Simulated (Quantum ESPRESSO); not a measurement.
## Zn2Pd4WIn (input and log of a self-consistent run)

Simulated, not a measurement. The program is pw.x of Quantum ESPRESSO 7.5 (plane-wave density functional theory). The cell is made up: eight metal atoms on a face-centred cubic lattice, with elements, volume, strain and displacements drawn at random and not relaxed, so it may be unstable or far from any real phase. PseudoDojo standard norm-conserving files set the functional (PBE unless stated); there is no spin polarisation or spin-orbit coupling, the Fermi-Dirac width of 0.25 eV means electrons at about 2900 K, and the masses in the input are unused placeholders. Heavy elements are run without spin-orbit coupling, which real alloys of them have. A spin test at this wide smearing found no moment, but such smearing suppresses magnetism that the real alloy may have.

Input:

```
&control calculation='scf', pseudo_dir='./dojo.nc.sr.pbe.v0_5.standard.upf', outdir='./o', disk_io='minimal', tprnfor=.true., tstress=.true. /
&system ibrav=0, nat=8, ntyp=4, nbnd=86, ecutwfc=84.00895049, nosym=.true., tot_charge=0,
 occupations='smearing', smearing='fd', degauss=0.0183746611
/
&electrons conv_thr=1.470e-08, electron_maxstep=70, mixing_beta=0.5 /
ATOMIC_SPECIES
In 1.0 In.upf
Pd 1.0 Pd.upf
W 1.0 W.upf
Zn 1.0 Zn.upf
CELL_PARAMETERS angstrom
1.9809 3.9617 1.9809
1.9809 -3.9617 1.9809
1.9809 0.0 -5.9426
ATOMIC_POSITIONS angstrom
Zn -0.0962 0.0527 -0.0946
Pd 1.9613 -1.9368 -0.0036
Pd 2.067 0.0873 -1.9498
W 3.911 -1.9535 -1.9861
Zn 1.8948 -0.0698 1.9223
Pd 1.9029 2.0084 0.0628
In 3.9585 -0.0912 -0.0041
Pd 3.9626 2.072 -1.9869
K_POINTS automatic
6 6 4 1 1 1
```

The log is shortened where brackets say so; the opening notice, blank lines, dates and the lines on written files are dropped, and the path of the files is cut. It prints rydbergs, bohrs and kilobars, and counts compression as positive stress. Its total energy is the free energy E - TS of the whole cell.

```
     Program PWSCF v.7.5
     Parallel version (MPI & OpenMP), running on       4 processor cores
     Number of MPI processes:                 4
     Threads/MPI process:                     1
     [start-up lines left out]
     bravais-lattice index     =            0
     lattice parameter (alat)  =       9.1692  a.u.
     unit-cell volume          =     839.2431 (a.u.)^3
     number of atoms/cell      =            8
     number of atomic types    =            4
     number of electrons       =       139.00
     number of Kohn-Sham states=           86
     kinetic-energy cutoff     =      84.0090  Ry
     charge density cutoff     =     336.0358  Ry
     scf convergence threshold =      1.5E-08
     mixing beta               =       0.5000
     number of iterations used =            8  plain     mixing
     Exchange-correlation= PBE
                           (   1   4   3   4   0   0   0)
     [axes and pseudopotential details left out]
   Cartesian axes
     site n.     atom                  positions (alat units)
         1        Zn     tau(   1) = (  -0.0198264   0.0108612  -0.0194967  )
         2        Pd     tau(   2) = (   0.4042157  -0.3991663  -0.0007419  )
         3        Pd     tau(   3) = (   0.4260000   0.0179922  -0.4018456  )
         4        W      tau(   4) = (   0.8060407  -0.4026081  -0.4093269  )
         5        Zn     tau(   5) = (   0.3905103  -0.0143855   0.3961779  )
         6        Pd     tau(   6) = (   0.3921797   0.4139228   0.0129428  )
         7        In     tau(   7) = (   0.8158302  -0.0187959  -0.0008450  )
         8        Pd     tau(   8) = (   0.8166752   0.4270305  -0.4094917  )
     number of k points=    72  Fermi-Dirac smearing, width (Ry)=  0.0184
                       cart. coord. in units 2pi/alat
        k(    1) = (   0.2296361   0.0000000  -0.0255154), wk =   0.0277778
        k(    2) = (   0.3827286   0.0000000  -0.1786079), wk =   0.0277778
     [further k points left out]
     Dense  grid:    87401 G-vectors     FFT dimensions: (  54,  54,  72)
     Estimated max dynamical RAM per process >     430.13 MB
     Estimated total dynamical RAM >       1.62 GB
     Initial potential from superposition of free atoms
     starting charge     138.9946, renormalised to     139.0000
     Starting wfcs are   75 randomized atomic wfcs +   11 random wfcs
     total cpu time spent up to now is        5.3 secs
     per-process dynamical memory:   346.8 Mb
     Self-consistent Calculation
     iteration #  1     ecut=    84.01 Ry     beta= 0.50
     Davidson diagonalization with overlap
     ethr =  1.00E-02,  avg # of iterations =  3.2
     total cpu time spent up to now is       20.1 secs
     total energy              =   -2200.54244812 Ry
     estimated scf accuracy    <       7.34029257 Ry
     iteration #  2     ecut=    84.01 Ry     beta= 0.50
     Davidson diagonalization with overlap
     ethr =  5.28E-03,  avg # of iterations =  2.9
     total cpu time spent up to now is       34.8 secs
     total energy              =   -2203.67182612 Ry
     estimated scf accuracy    <      20.22107413 Ry
     iteration #  3     ecut=    84.01 Ry     beta= 0.50
     Davidson diagonalization with overlap
     ethr =  5.28E-03,  avg # of iterations =  2.5
     total cpu time spent up to now is       48.3 secs
     total energy              =   -2204.65916325 Ry
     estimated scf accuracy    <       2.35980051 Ry
     iteration #  4     ecut=    84.01 Ry     beta= 0.50
     Davidson diagonalization with overlap
     ethr =  1.70E-03,  avg # of iterations =  2.2
     total cpu time spent up to now is       60.5 secs
     total energy              =   -2204.74737023 Ry
     estimated scf accuracy    <       0.25453080 Ry
     iteration #  5     ecut=    84.01 Ry     beta= 0.50
     Davidson diagonalization with overlap
     ethr =  1.83E-04,  avg # of iterations =  4.5
     total cpu time spent up to now is       74.8 secs
     total energy              =   -2204.77441481 Ry
     estimated scf accuracy    <       0.08462015 Ry
     [iterations 6 to 9 left out]
     iteration # 10     ecut=    84.01 Ry     beta= 0.50
     Davidson diagonalization with overlap
     ethr =  3.04E-07,  avg # of iterations =  1.8
     total cpu time spent up to now is      137.5 secs
     total energy              =   -2204.79022571 Ry
     estimated scf accuracy    <       0.00005333 Ry
     iteration # 11     ecut=    84.01 Ry     beta= 0.50
     Davidson diagonalization with overlap
     ethr =  3.84E-08,  avg # of iterations =  2.0
     total cpu time spent up to now is      149.4 secs
     total energy              =   -2204.79023186 Ry
     estimated scf accuracy    <       0.00001540 Ry
     iteration # 12     ecut=    84.01 Ry     beta= 0.50
     Davidson diagonalization with overlap
     ethr =  1.11E-08,  avg # of iterations =  1.6
     total cpu time spent up to now is      160.7 secs
     total energy              =   -2204.79023380 Ry
     estimated scf accuracy    <       0.00000111 Ry
     iteration # 13     ecut=    84.01 Ry     beta= 0.50
     Davidson diagonalization with overlap
     ethr =  8.00E-10,  avg # of iterations =  3.0
     total cpu time spent up to now is      174.0 secs
     total energy              =   -2204.79023399 Ry
     estimated scf accuracy    <       0.00000007 Ry
     iteration # 14     ecut=    84.01 Ry     beta= 0.50
     Davidson diagonalization with overlap
     ethr =  5.04E-11,  avg # of iterations =  3.4
     total cpu time spent up to now is      188.4 secs
     End of self-consistent calculation
     [lines on levels left out]
!    total energy              =   -2204.79023401 Ry
     estimated scf accuracy    <          5.5E-09 Ry
     smearing contrib. (-TS)   =      -0.07887033 Ry
     internal energy E=F+TS    =   -2204.71136368 Ry
     The total energy is F=E-TS. E is the sum of the following terms:
     one-electron contribution =    -937.91445682 Ry
     hartree contribution      =     552.91349483 Ry
     xc contribution           =    -332.65564834 Ry
     ewald contribution        =   -1487.05475336 Ry
     convergence has been achieved in  14 iterations
     Forces acting on atoms (cartesian axes, Ry/au):
     atom    1 type  4   force =     0.02317958   -0.00020224   -0.01056075
     atom    2 type  2   force =    -0.01526058   -0.01810284   -0.00450305
     atom    3 type  2   force =    -0.00726759   -0.00819449   -0.03351086
     atom    4 type  3   force =     0.00748802   -0.02517636   -0.02344096
     atom    5 type  4   force =    -0.00429493    0.02166908    0.01186587
     atom    6 type  2   force =    -0.01305516   -0.00698670    0.03096091
     atom    7 type  1   force =    -0.00422963    0.05093617    0.03532091
     atom    8 type  2   force =     0.01344029   -0.01394261   -0.00613209
     Total force =     0.098951     Total SCF correction =     0.000315
     Computing stress (Cartesian axis) and pressure
          total   stress  (Ry/bohr**3)                   (kbar)     P=       37.28
   0.00031272   0.00010807   0.00000947           46.00       15.90        1.39
   0.00010807   0.00010213   0.00011197           15.90       15.02       16.47
   0.00000947   0.00011197   0.00034539            1.39       16.47       50.81
     init_run     :      5.01s CPU      5.18s WALL (       1 calls)
     electrons    :    179.50s CPU    183.14s WALL (       1 calls)
     forces       :      2.02s CPU      2.02s WALL (       1 calls)
     stress       :      6.89s CPU      6.89s WALL (       1 calls)
     [timing details left out]
     PWSCF        :   3m13.52s CPU   3m17.36s WALL
     JOB DONE.
```

In other units: free energy -29997.699 eV for the cell, pressure 3.73 GPa, largest force component 1.310 eV/Å in size. The run took 199 s of wall time with four MPI processes on a shared machine (AMD EPYC, Zen 5, virtual cores), so the time is rough. A rerun of this cell at a higher cutoff and on a denser mesh moved values by no more than 0.004 eV in energy, 0.04 GPa in stress and 0.005 eV/Å in force, and a second program with other atomic files agreed on that cell to 2 % rms in force and 0.5 GPa in pressure.